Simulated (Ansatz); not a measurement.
An input for the plane-wave PAW code Ansatz:

```yaml
crystal:
  lattice:
    - [0.0, 3.4105518915, 3.4105518915]
    - [3.4105518915, 0.0, 3.4105518915]
    - [3.4105518915, 3.4105518915, 0.0]
  atoms:
    - { symbol: "Y", position: [0.0, 0.0, 0.0] }
    - { symbol: Te, position: [0.25, 0.25, 0.25] }
basis:
  ecutwfc: 420
  ecutrho_ratio: 4
kpoints:
  mp_grid: { grid: [8, 8, 8] }
hamiltonian:
  xc: pbesol
scf:
  occupations: { method: gaussian, width: 0.05 }
output:
  forces: true
  stress: true
  eigenvalues: true
```

Launched as:
```sh
ansatz run input.yaml --threads 4 --pin off --max-ram 4096MiB --backend cpu --events-out ev --progress --plain --runs-dir out
```

The start was a prototype's sites filled with these elements. The Crystallography Open Database lists the compound in space group Fm-3m (rock salt), so this is a trial structure.

Problem. What will the run give?

Solution. Pressure -0.8 GPa, gap on the mesh zero (metallic) (PBEsol, scalar-relativistic).

The output:

```
Pseudopotentials: kind: paw
Pseudopotential: Y, paw, valence charge 11, recommended cutoff 420 eV (normal), Y.paw.azcp
Pseudopotential: Te, paw, valence charge 16, recommended cutoff 420 eV (normal), Te.paw.azcp
Crystal: 2 atoms, lattice volume = 79.342 Å³
Basis set: ecut = 420 eV, 1471 PW (Γ), exchange–correlation on 72×72×72 points (8 copies of the dense FFT grid, shifted against one another)
Bands: 18, of which v1, the nominal top of the filled ones, is band 14 counted from 1 (13 counted from 0)
Symmetry: 24 space group operations
Space group: F-43m (ITA 216), of the structure as read, at distance tolerance 4.3e-5 Å
k-points: 29 of 512 (time reversal used)
Initial density: superposition of atomic densities (neutral atoms: chi_scale 0, normalization atom), corrected by the library's trained network
Initial wavefunctions: pseudopotential atomic-orbital guess
Functional: x = pbesol(κ = 0.804, μ = 0.12346), c = pbesol(β = 0.046)
```

SCF trace (energy estimate counted from the last row):
```tsv
iteration	ΔE (eV)	density residual (eV)
1	-2.8e-03	7.30e-3
2	1.4e-04	4.57e-4
3	2.6e-05	7.78e-5
4	3.0e-06	1.43e-5
5	1.0e-06	1.88e-7
6	0.000	1.21e-8
```

```
SCF 1 converged in 6 iterations: F = -10698.298395 eV  dr2 = 1.21e-8
SCF converged after 6 iterations
Free energy (F): -10698.298395 eV
E sigma→0 (E₀):  -10698.297759 eV
Entropy (-TS):   -0.001270 eV (-0.635 meV/atom)
Fermi energy:    7.804741 eV
--- Forces (eV/Å), atoms counted from 1 ---
  atom   1  Y      0.00000000     0.00000000     0.00000000
  atom   2  Te     0.00000000     0.00000000     0.00000000
--- Stress (GPa, compression-positive) ---
       -0.840391       0.000000       0.000000
        0.000000      -0.840391       0.000000
        0.000000       0.000000      -0.840391
  P = ⅓ Tr σ = -0.8404 GPa (-8.404 kbar)
--- Band table (eV; the first three rows and the last of 29) ---
  k-point 0: bands = ["-36.1044", "-29.7000", "-29.7000", "-29.7000", "-29.6826", "-29.6826", "-16.1259", "-16.1259", "-16.1259", "-4.5865", "4.0821", "4.0821", "4.0821", "7.7844", "8.6039", "8.6039", "11.5247", "11.5247"]
  k-point 1: bands = ["-36.1043", "-29.7000", "-29.7000", "-29.6997", "-29.6826", "-29.6826", "-16.1338", "-16.1270", "-16.1270", "-4.5319", "3.8606", "4.1145", "4.1145", "8.2443", "8.5277", "8.5277", "11.0684", "11.5610"]
  k-point 2: bands = ["-36.1040", "-29.6998", "-29.6998", "-29.6988", "-29.6826", "-29.6826", "-16.1526", "-16.1296", "-16.1296", "-4.3981", "3.4723", "4.1873", "4.1873", "8.4695", "8.4695", "9.0752", "10.1244", "11.1635"]
  k-point 28: bands = ["-36.1034", "-29.6995", "-29.6993", "-29.6969", "-29.6827", "-29.6825", "-16.1756", "-16.1490", "-16.1433", "-4.0760", "3.5491", "3.6312", "4.4316", "7.2020", "8.3431", "9.1094", "9.6415", "10.4339"]
```

No spin–orbit coupling, a notable omission for heavy elements. The cell is a metal with an odd number of electrons, and spin polarisation wasn't tried.
